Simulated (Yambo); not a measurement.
BSE-type run in Yambo on RbBr (CsCl type, space group Pm-3m, No. 221), at zero momentum.

Quantum ESPRESSO step (PBEsol, PseudoDojo standard norm-conserving files, scalar-relativistic):
```
&CONTROL
  calculation = 'nscf'
  pseudo_dir = './pseudo'
  outdir = './out'
/
&SYSTEM
  ibrav = 0
  nat = 2
  ntyp = 2
  ecutwfc = 46.0
  ecutrho = 184.0
  occupations = 'fixed'
  force_symmorphic = .true.
  nbnd = 38
/
&ELECTRONS
  conv_thr = 2e-09
  diago_full_acc = .true.
  diago_thr_init = 1e-08
/
ATOMIC_SPECIES
Br 79.9040 Br.upf
Rb 85.4678 Rb.upf
CELL_PARAMETERS angstrom
  4.071676036000   0.000000000000   0.000000000000
  0.000000000000   4.071676036000   0.000000000000
  0.000000000000   0.000000000000   4.071676036000
ATOMIC_POSITIONS crystal
Br   0.500000000000   0.500000000000   0.500000000000
Rb   0.000000000000   0.000000000000   0.000000000000
K_POINTS automatic
8 8 8 0 0 0
```

Yambo input:
```
rim_cut
optics
bse
bss
dipoles
RandQpts= 1000000
RandGvec= 1 Ry
FFTGvecs= 40 Ry
BSKmod= "HARTREE"
BSEmod= "resonant"
BSSmod= "hs"
BSENGexx= 15 Ry
% KfnQP_E
 2.472 | 1.0 | 1.0 |
%
% BSEQptR
 1 | 1 |
%
% BSEBands
 6 | 11 |
%
% BEnRange
 0.0 | 11.7 | eV
%
% BDmRange
 0.15 | 0.15 | eV
%
BEnSteps= 234
% BLongDir
 1.0 | 0.0 | 0.0 |
%
BSHayTrs= -0.02
BSSNEig= 24
WRbsWF
```

From the report:

The dimension is k points × valence × conduction bands = 512 × 3 × 3 = 4608.
```
  [SLEPC] Approach                          : Krylov-Schur
  [SLEPC] Number of requested eigenvalues   :  24
  [SLEPC] Number of eigenvalues        [NEV]:  24
   [K] Dimension                                    :   4608
   [K] Bands                                        :   6  11
   [K] Exchange res                                 : yes
   [K] Correlation res                              : no
   [K] W interaction is bare                        : no
   [K] RL vectors exchange                          :   485
```

Spin-orbit coupling is not included.

Geometry relaxed with PBEsol.

This is not the ordinary phase of the substance; no match was found in the copy of COD used, and its stability was not checked.
